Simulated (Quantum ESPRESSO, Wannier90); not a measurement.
ZrO₂ (fluorite): Wannier90 run

Structure: Materials Project mp-1565, symmetrised, not relaxed again. COD (Crystallography Open Database) records the formula in this space group. Ideal cubic forms of this type are often high-temperature phases that distort on cooling; symmetry holds the cell here, and its stability was not tested. Method: PBEsol plane waves in Quantum ESPRESSO 7.5 (PseudoDojo norm-conserving files, 68 Ry, no spin polarisation, no spin-orbit coupling), Bloch states on a 10×10×10 mesh through Γ, Wannier90 4.0.1. Density: 10×10×10 mesh, cold smearing 0.01 Ry.

Input w.win:

```
num_bands = 21
num_wann = 11
exclude_bands = 1-6
num_iter = 0
conv_tol = 1.0e-6
conv_window = 4
dis_num_iter = 1000
dis_conv_tol = 1.0e-6
dis_froz_max = 16.88
write_hr = true
write_u_matrices = true
begin projections
Zr: d
O: p
end projections
begin unit_cell_cart
ang
    0.0000000000    2.5450750000    2.5450750000
    2.5450750000    0.0000000000    2.5450750000
    2.5450750000    2.5450750000    0.0000000000
end unit_cell_cart
begin atoms_frac
Zr   0.0000000000  0.0000000000  0.0000000000
O    0.2500000000  0.2500000000  0.2500000000
O   -0.2500000000 -0.2500000000 -0.2500000000
end atoms_frac
mp_grid = 10 10 10
begin kpoints
0.0000000000 0.0000000000 0.0000000000
0.0000000000 0.0000000000 0.1000000000
0.0000000000 0.0000000000 0.2000000000
... (997 more lines: the 10x10x10 mesh through Gamma)
end kpoints
```

On the energy scale of pw.x, whose zero is arbitrary, the valence-band maximum lies at 12.08 eV. Lines of w_hr.dat (R1 R2 R3 m n Re Im, eV) for R = 0 and one of the shortest lattice vectors, rounded to 0.01 eV, lines under 0.02 eV left out; orbitals in order: Zr1 dz2, Zr1 dxz, Zr1 dyz, Zr1 dx2-y2, Zr1 dxy, O2 pz, O2 px, O2 py, O3 pz, O3 px, O3 py.

```
    0    0    0    1    1    15.67     0.00
    0    0    0    6    1    -0.69     0.00
    0    0    0    7    1     0.34     0.00
    0    0    0    8    1     0.34     0.00
    0    0    0    9    1     0.69     0.00
    0    0    0   10    1    -0.34     0.00
    0    0    0   11    1    -0.34     0.00
    0    0    0    2    2    17.80     0.00
    0    0    0    6    2     0.62     0.00
    0    0    0    7    2     0.62     0.00
    0    0    0    8    2     1.10     0.00
    0    0    0    9    2    -0.62     0.00
    0    0    0   10    2    -0.62     0.00
    0    0    0   11    2    -1.10     0.00
    0    0    0    3    3    17.80     0.00
    0    0    0    6    3     0.62     0.00
    0    0    0    7    3     1.10     0.00
    0    0    0    8    3     0.62     0.00
    0    0    0    9    3    -0.62     0.00
    0    0    0   10    3    -1.10     0.00
    0    0    0   11    3    -0.62     0.00
    0    0    0    4    4    15.67     0.00
    0    0    0    7    4    -0.60     0.00
    0    0    0    8    4     0.60     0.00
    0    0    0   10    4     0.60     0.00
    0    0    0   11    4    -0.60     0.00
    0    0    0    5    5    17.80     0.00
    0    0    0    6    5     1.10     0.00
    0    0    0    7    5     0.62     0.00
    0    0    0    8    5     0.62     0.00
    0    0    0    9    5    -1.10     0.00
    0    0    0   10    5    -0.62     0.00
    0    0    0   11    5    -0.62     0.00
    0    0    0    1    6    -0.69     0.00
    0    0    0    2    6     0.62     0.00
    0    0    0    3    6     0.62     0.00
    0    0    0    5    6     1.10     0.00
    0    0    0    6    6    10.43     0.00
    0    0    0    9    6    -0.05     0.00
    0    0    0    1    7     0.34     0.00
    0    0    0    2    7     0.62     0.00
    0    0    0    3    7     1.10     0.00
    0    0    0    4    7    -0.60     0.00
    0    0    0    5    7     0.62     0.00
    0    0    0    7    7    10.43     0.00
    0    0    0   10    7    -0.05     0.00
    0    0    0    1    8     0.34     0.00
    0    0    0    2    8     1.10     0.00
    0    0    0    3    8     0.62     0.00
    0    0    0    4    8     0.60     0.00
    0    0    0    5    8     0.62     0.00
    0    0    0    8    8    10.43     0.00
    0    0    0   11    8    -0.05     0.00
    0    0    0    1    9     0.69     0.00
    0    0    0    2    9    -0.62     0.00
    0    0    0    3    9    -0.62     0.00
    0    0    0    5    9    -1.10     0.00
    0    0    0    6    9    -0.05     0.00
    0    0    0    9    9    10.43     0.00
    0    0    0    1   10    -0.34     0.00
    0    0    0    2   10    -0.62     0.00
    0    0    0    3   10    -1.10     0.00
    0    0    0    4   10     0.60     0.00
    0    0    0    5   10    -0.62     0.00
    0    0    0    7   10    -0.05     0.00
    0    0    0   10   10    10.43     0.00
    0    0    0    1   11    -0.34     0.00
    0    0    0    2   11    -1.10     0.00
    0    0    0    3   11    -0.62     0.00
    0    0    0    4   11    -0.60     0.00
    0    0    0    5   11    -0.62     0.00
    0    0    0    8   11    -0.05     0.00
    0    0    0   11   11    10.43     0.00
   -1    0    0    1    1     0.06     0.00
   -1    0    0    3    1     0.03     0.00
   -1    0    0    4    1     0.13     0.00
   -1    0    0    9    1    -0.69     0.00
   -1    0    0   10    1    -0.34     0.00
   -1    0    0   11    1     0.34     0.00
   -1    0    0    5    2    -0.06     0.00
   -1    0    0    9    2    -0.62     0.00
   -1    0    0   10    2     0.62     0.00
   -1    0    0   11    2    -1.10     0.00
   -1    0    0    1    3     0.03     0.00
   -1    0    0    3    3     0.05     0.00
   -1    0    0    4    3    -0.05     0.00
   -1    0    0    9    3     0.62     0.00
   -1    0    0   10    3    -1.10     0.00
   -1    0    0   11    3     0.62     0.00
   -1    0    0    1    4     0.13     0.00
   -1    0    0    3    4    -0.05     0.00
   -1    0    0    4    4    -0.08     0.00
   -1    0    0   10    4     0.60     0.00
   -1    0    0   11    4     0.60     0.00
   -1    0    0    2    5    -0.06     0.00
   -1    0    0    9    5    -1.10     0.00
   -1    0    0   10    5     0.62     0.00
   -1    0    0   11    5    -0.62     0.00
   -1    0    0    1    6     0.69     0.00
   -1    0    0    2    6     0.62     0.00
   -1    0    0    3    6    -0.62     0.00
   -1    0    0    5    6     1.10     0.00
   -1    0    0    6    6     0.07     0.00
   -1    0    0    7    6     0.05     0.00
   -1    0    0    8    6     0.10     0.00
   -1    0    0    9    6    -0.23     0.00
   -1    0    0   11    6    -0.04     0.00
   -1    0    0    1    7     0.34     0.00
   -1    0    0    2    7    -0.62     0.00
   -1    0    0    3    7     1.10     0.00
   -1    0    0    4    7    -0.60     0.00
   -1    0    0    5    7    -0.62     0.00
   -1    0    0    6    7    -0.05     0.00
   -1    0    0    8    7    -0.05     0.00
   -1    0    0   10    7     0.78     0.00
   -1    0    0    1    8    -0.34     0.00
   -1    0    0    2    8     1.10     0.00
   -1    0    0    3    8    -0.62     0.00
   -1    0    0    4    8    -0.60     0.00
   -1    0    0    5    8     0.62     0.00
   -1    0    0    6    8     0.10     0.00
   -1    0    0    7    8     0.05     0.00
   -1    0    0    8    8     0.07     0.00
   -1    0    0    9    8    -0.04     0.00
   -1    0    0   11    8    -0.23     0.00
   -1    0    0    9    9     0.07     0.00
   -1    0    0   10    9    -0.05     0.00
   -1    0    0   11    9     0.10     0.00
   -1    0    0    9   10     0.05     0.00
   -1    0    0   11   10     0.05     0.00
   -1    0    0    9   11     0.10     0.00
   -1    0    0   10   11    -0.05     0.00
   -1    0    0   11   11     0.07     0.00
```
